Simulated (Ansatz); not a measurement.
CdSe:
```cif
data_Cd2Se2
_chemical_formula_sum 'Cd2 Se2'
_space_group_name_H-M_alt 'P63mc'
_space_group_IT_number 186
_space_group_name_Hall 'P 6c -2c'
_cell_length_a 4.34015
_cell_length_b 4.34015
_cell_length_c 7.07765
_cell_angle_alpha 90.000
_cell_angle_beta 90.000
_cell_angle_gamma 120.000
loop_
_atom_site_label
_atom_site_type_symbol
_atom_site_symmetry_multiplicity
_atom_site_Wyckoff_symbol
_atom_site_fract_x
_atom_site_fract_y
_atom_site_fract_z
_atom_site_occupancy
Cd1 Cd 2 b 0.33333 0.66667 0.99997 1
Se1 Se 2 b 0.33333 0.66667 0.37589 1
```

This is the r²SCAN-relaxed structure.

Q: All from plane-wave PAW r²SCAN (Ansatz code), unless another level is named. Estimate the band gap.

A: 1.10 eV (direct).

Q: Next, the formation energy from the elements (no fitted shifts)?

A: -0.76 eV/atom.

Q: What about the valence-band maximum?

A: at Γ.

Space group P6_3mc (wurtzite). The cell was relaxed with r²SCAN under the symmetry of its start. The references are the lowest solids computed at this level, not always the standard phases. Scalar-relativistic: spin–orbit coupling is off unless named, which matters more the heavier the elements.

Potentials: the earlier of the program's two PAW sets.
